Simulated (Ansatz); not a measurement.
# CdPbS2: distorted cells

Level of theory: Ansatz, DFT PBEsol, scalar-relativistic, plane waves, PAW.

Settings: cutoff 420 eV, Γ-centred mesh 10×10×8 on the computed 4-atom cell, Gaussian smearing of 0.10 eV; no spin polarisation.

Reference cell:

```xyz
4
Lattice="4.0916 0.0000 0.0000 0.0000 4.0916 0.0000 0.0000 0.0000 5.7944" Properties=species:S:1:pos:R:3 pbc="T T T"
Cd    0.0000    0.0000    0.0000
Pb    2.0458    2.0458    2.8972
S     0.0000    0.0000    2.8972
S     2.0458    2.0458    0.0000
```

Each variant moves atoms of this cell by the vectors given, if any (Å), and then applies a symmetric strain (tensor components, Cartesian axes). The reference cell isn't relaxed at this level. Energies are per atom at zero smearing, counted from the lowest variant. Pressure is positive in compression.

1. strain (xx yy zz yz xz xy, %) 3.48 3.48 0.48 0.00 0.00 0.00
2. strain (xx yy zz yz xz xy, %) 3.26 3.26 6.26 0.00 0.00 0.00
3. strain (xx yy zz yz xz xy, %) -3.27 -3.27 -1.77 0.00 0.00 0.00
4. strain (xx yy zz yz xz xy, %) 1.23 1.23 2.73 0.00 0.00 0.00
5. strain (xx yy zz yz xz xy, %) -4.32 -4.32 4.68 0.00 0.00 0.00
6. strain (xx yy zz yz xz xy, %) 3.32 3.32 6.32 0.00 0.00 0.00

```tsv
variant	ΔE (meV/atom)	P (GPa)	largest force (eV/Å)	gap on mesh (eV)	space group
1	?	?	?	?	?
2	143.1	-8.13	0.00	0	P4/mmm
3	0.0	1.43	0.00	0	P4/mmm
4	55.1	-5.92	0.00	0	P4/mmm
5	?	?	?	?	?
6	145.6	-8.18	0.00	0	P4/mmm
```

Problem. Give the withheld rows.

Solution.
| variant | ΔE (meV/atom) | P (GPa) | largest force (eV/Å) | gap on mesh (eV) | space group |
| --- | --- | --- | --- | --- | --- |
| 1 | 77.9 | -6.67 | 0.00 | 0 | P4/mmm |
| 5 | 36.8 | -0.16 | 0.00 | 0 | P4/mmm |

Spin-orbit coupling is left out, which matters for the bands of heavy elements.